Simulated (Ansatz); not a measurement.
Si:
```cif
data_Si2
_chemical_formula_sum 'Si2'
_space_group_name_H-M_alt 'P 1'
_space_group_IT_number 1
_cell_length_a 3.84221
_cell_length_b 3.84221
_cell_length_c 3.84221
_cell_angle_alpha 60.000
_cell_angle_beta 60.000
_cell_angle_gamma 60.000
loop_
_space_group_symop_operation_xyz
  'x, y, z'
loop_
_atom_site_label
_atom_site_type_symbol
_atom_site_fract_x
_atom_site_fract_y
_atom_site_fract_z
_atom_site_occupancy
Si1 Si 0.50000 0.50000 0.50000 1
Si2 Si 0.75000 0.75000 0.75000 1
```

Relaxed with PBEsol.

Which orbitals make up the states near the band edges in PBEsol (plane waves, PAW; program Ansatz)?

Top 1 eV of the valence band: Si 3p 96 %. Bottom 1 eV of the conduction band: Si 3p 57 %, Si 3s 27 %, outside the projected shells 16 %. Projections are on Löwdin-orthogonalised atomic valence shells; empty p or d shells of many metals are not among them.

Tabulate the density of states.

States/eV per cell of 2 atoms, in 0.25 eV bins, energy from the valence-band maximum.

```csv
E (eV),total,Si 3p,Si 3s
-7.85,0.03,0.01,0.02
-7.60,0.06,0.03,0.03
-7.35,0.34,0.14,0.19
-7.10,0.51,0.23,0.28
-6.85,1.26,0.71,0.54
-6.60,1.07,0.61,0.45
-6.35,0.72,0.41,0.31
-6.10,0.58,0.33,0.25
-5.85,0.48,0.27,0.20
-5.60,0.42,0.24,0.17
-5.35,0.36,0.21,0.15
-5.10,0.31,0.18,0.12
-4.85,0.28,0.17,0.11
-4.60,0.24,0.15,0.09
-4.35,0.49,0.41,0.08
-4.10,1.22,1.11,0.10
-3.85,1.05,0.93,0.11
-3.60,1.00,0.89,0.10
-3.35,1.07,0.96,0.10
-3.10,1.22,1.11,0.10
-2.85,1.48,1.38,0.09
-2.60,1.46,1.37,0.08
-2.35,1.40,1.32,0.06
-2.10,1.32,1.25,0.06
-1.85,1.28,1.22,0.05
-1.60,1.23,1.18,0.03
-1.35,1.17,1.13,0.02
-1.10,0.79,0.76,0.02
-0.85,0.52,0.50,0.01
-0.60,0.38,0.36,0.01
-0.35,0.22,0.21,0.00
-0.10,0.06,0.06,0.00
0.15,0.00,0.00,0.00
0.40,0.00,0.00,0.00
0.65,0.13,0.07,0.04
0.90,0.31,0.18,0.09
1.15,0.50,0.28,0.13
1.40,0.61,0.35,0.15
1.65,0.78,0.45,0.20
1.90,1.08,0.61,0.30
2.15,1.60,0.89,0.45
2.40,1.83,1.08,0.46
2.65,1.24,0.75,0.25
2.90,1.01,0.61,0.17
3.15,1.15,0.76,0.12
3.40,1.98,1.34,0.21
3.65,1.98,1.22,0.25
3.90,1.54,0.95,0.17
4.15,1.14,0.72,0.11
4.40,1.18,0.72,0.12
4.65,1.11,0.60,0.15
4.90,1.20,0.64,0.16
5.15,1.22,0.65,0.16
```

Space group Fd-3m (diamond). The cell was relaxed with PBEsol under the symmetry of its start.

Potentials: the later of the program's two PAW sets.
